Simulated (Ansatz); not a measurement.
Consider a crystal of Li3Zn2 in space group Cmmm (No. 65), with Li on 4j and 2c; Zn on 4g.

These are results of DFT PBE, scalar-relativistic, plane waves, PAW in Ansatz 0.2.0, not measurements. Cutoff 420 eV, Γ-centred mesh, Gaussian smearing, no spin polarisation.

The zero of energy is the elements' standard structures at the same level; no fitted shifts are applied.

Q: Give the relaxed lattice parameters and positions.

A:

Space group Cmmm (No. 65). a = 5.422 Å, b = 7.960 Å, c = 4.198 Å, α = 90.00°, β = 90.00°, γ = 90.00°
```csv
atom,site,symmetry,x,y,z
Li,4j,m2m,0.5000,0.3299,0.5000
Li,2c,mmm,0.5000,0.0000,0.5000
Zn,4g,2mm,0.7569,0.0000,0.0000
```

Li on a site of symmetry m2m is surrounded by 2 Li at 2.63–2.71 Å, 4 Zn at 2.82 Å and 4 Li at 2.99–3.03 Å; Li on a site of symmetry mmm is surrounded by 4 Zn at 2.52 Å, 2 Li at 2.63 Å and 4 Li at 3.03 Å; Zn is surrounded by 2 Li at 2.52 Å, 2 Zn at 2.64–2.79 Å and 4 Li at 2.82 Å. Another local minimum with the same sites may exist.

Q: And its energy and gap?

A: The energy over the elements is +0.03 eV/atom and the gap on the 10×10×10 mesh of the 5-atom cell is 0 eV (a metal). It can't be a ground state, since the elements alone are lower.

The last run used Gaussian smearing of 0.10 eV. The k mesh leaves some 4 meV/atom of noise in the energy of each metallic cell. Symmetry constrained the relaxation, so the result can be a saddle point.
